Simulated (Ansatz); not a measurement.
This cell of SnTe (rock salt) is off equilibrium:

```yaml
crystal:
  lattice:
    - [0.00000, 3.20620, 3.20620]
    - [3.20620, 0.00000, 3.20620]
    - [3.20620, 3.20620, 0.00000]
  atoms:
    - { symbol: Te, position: [0.00000, 0.00000, 0.00000] }
    - { symbol: Sn, position: [0.50000, 0.50000, 0.50000] }
```

Calculation: r2SCAN (plane waves to 500 eV, PAW, scalar-relativistic; Ansatz, a program for electronic structure). k mesh 9×9×9 (Γ-centred), Fermi-Dirac smearing 0.05 eV. E stands for the smeared free energy. Stress and pressure are positive under compression. SnTe was relaxed with its symmetry unable to fall. Spin-orbit coupling is left out, though Te is heavy.

Q: Give the stress tensor in GPa and the pressure.

A: 
```
  -0.83     0.00     0.00
   0.00    -0.83     0.00
   0.00     0.00    -0.83
```
The pressure, a third of the trace, is -0.83 GPa.

Q: It is the relaxed cell scaled evenly to V/V₀ = 1.020, atoms relaxed where free. What is its energy relative to the relaxed cell?

A: 1.7 meV/atom.

(Under strain, the slope of the energy per volume gives the stress and its curvature an elastic modulus.)
